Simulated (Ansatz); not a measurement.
Se:
```xyz
3
Lattice="4.3590 0.0000 0.0000 -2.1795 3.7750 0.0000 0.0000 0.0000 5.0154" Properties=species:S:1:pos:R:3 pbc="T T T"
Se     0.9790     0.0000     4.1795
Se    -0.4895     0.8479     0.8359
Se     1.6900     2.9271     2.5077
```

r²SCAN+D4 in the plane-wave PAW code Ansatz gives a gap of 1.16 eV without spin–orbit coupling, maximum on the L–H line, 27 % of the way from L, minimum at H.

What happens when spin–orbit coupling is switched on?

The gap drops by 0.02 eV, to 1.14 eV; maximum off the standard path, at k = (0.099, 0.435, 0.477), minimum at H.

Space group P3_121 (trigonal Se type). The cell was relaxed with r²SCAN+D4 under the symmetry of its start; of distortions, only those at the zone centre were tested.

Potentials: the later of the program's two PAW sets.
